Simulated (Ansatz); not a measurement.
Consider the following.

MnSi:
```yaml
crystal:
  lattice:
    - [4.47067, 0.00000, 0.00000]
    - [0.00000, 4.47067, 0.00000]
    - [0.00000, 0.00000, 4.47067]
  atoms:
    - { symbol: Mn, position: [0.36298, 0.13702, 0.86298] }
    - { symbol: Mn, position: [0.13702, 0.86298, 0.36298] }
    - { symbol: Mn, position: [0.86298, 0.36298, 0.13702] }
    - { symbol: Mn, position: [0.63702, 0.63702, 0.63702] }
    - { symbol: Si, position: [0.65460, 0.84540, 0.15460] }
    - { symbol: Si, position: [0.84540, 0.15460, 0.65460] }
    - { symbol: Si, position: [0.15460, 0.65460, 0.84540] }
    - { symbol: Si, position: [0.34540, 0.34540, 0.34540] }
```
The run is spin-polarised; directions of the spins, atom by atom: ↑ ↑ ↑ ↑ 0 0 0 0.

This is the PBEsol-relaxed structure.

### Question
All from plane-wave PAW PBEsol (Ansatz code), unless another level is named. Give the electronic character.

### Answer
metallic (no gap).

### Question
Next, the density of states at the Fermi level?

### Answer
0.74 states/eV per atom (mean over ±0.08 eV).

### Question
What about the formation energy from the elements (no fitted shifts)?

### Answer
-0.52 eV/atom.

Space group P2_13. The PBEsol relaxation kept the symmetry of its start. The final state is ferromagnetic, chosen from 5 collinear starts compared on coarse meshes (ties went to the first, and starts can fall back to one state), not a proven ground state. Textbook magnetic order: helical. The references are the lowest solids computed at this level, not always the standard phases.

Potentials: the earlier of the program's two PAW sets. The files were generated under PBE; for other functionals the program regenerates the frozen cores, and for LDA and PBEsol the local potential too.
